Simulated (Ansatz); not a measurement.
A relaxed cell of Ge2As3 is given with its symmetry left out. The cell was found from a structure generator's guess, not taken from experiment.

Theory: DFT PBE, scalar-relativistic, plane waves, PAW (Ansatz). Cutoff 420 eV, Γ-centred mesh, Gaussian smearing, no spin polarisation.

```
Ge As
1.0
     5.25240    0.00000    0.00000
     0.00000    5.25240    0.00000
     0.00000    0.00000    5.03114
Ge As
2 3
Direct
  0.50000 0.50000 0.50000
  0.50000 0.50000 0.00000
  0.00000 0.50000 0.00000
  0.50000 0.00000 0.00000
  0.00000 0.00000 0.00000
```

Energies over the elements count from the elements' standard structures at the same level, with no fitted energy shifts.

(1) What space group does it have?

(2) What is its formation energy per atom?

(3) Is it a metal?

Results:

(1) P4/mmm (No. 123). Conventional cell: a = 5.252 Å, c = 5.031 Å. Around Ge on its first site lie 2 Ge at 2.52 Å; around Ge on its second site lie 2 Ge at 2.52 Å and 4 As at 2.63 Å; As on a site of symmetry mmm is surrounded by 2 As at 2.63 Å and 2 Ge at 2.63 Å; around As on a site of symmetry 4/mmm lie 4 As at 2.63 Å.

(2) +0.61 eV/atom. It can't be a ground state, since the elements alone are lower.

(3) Yes, bands cross the Fermi level on the 8×8×8 mesh.

The last run used an 8×8×8 mesh for its 5-atom cell and Gaussian smearing of 0.10 eV. An odd number of electrons in the primitive cell allows no gap without spin; a larger cell or a magnetic state could open one. The cell is a metal run without spin; a magnetic state may lie lower. The reference form of As is held partly by dispersion forces, which this level lacks. A structure relaxed within its symmetry needn't be a true minimum. Another cell of Ge2As3 relaxed alike, in P1, lies 0.52 eV/atom lower, so this cell isn't the stable form at this level.
